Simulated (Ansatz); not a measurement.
WS$_{2}$ (fluorite, Fm-3m), PBE (plane waves, PAW; program Ansatz), all energies at zero smearing, with the estimated change up to a 700 eV cutoff added, with one set of potentials and settings (totals compare only within such a set). Cell of 3 atoms (1 W, 2 S): -12188.886 eV.

| element | reference phase | E (eV/atom) |
|---|---|---|
| W | Im-3m, 1 atoms in the cell | -10384.8193 |
| S | Fddd, 32 atoms in the cell | -902.0599 |

Formation energy per atom, worked out: (-12188.886 − 1×(-10384.8193) − 2×(-902.0599))/3 = 0.018 eV/atom (2 kJ per mol of atoms), at 0 K, without zero-point energy or fitted corrections.

A made-up cell: these elements were put on the sites of a structure type; neither database checked (COD, Materials Project) lists it. It is not the phase usual at ambient conditions (space group No. 194). The cell was relaxed with PBE under the symmetry of its start; its stability against distortions is not shown here. No spin polarisation was allowed. The references are the lowest solids computed at this level, not always the standard phases. Scalar-relativistic: spin–orbit coupling is off unless named, which matters more the heavier the elements.

Potentials: the later of the program's two PAW sets.
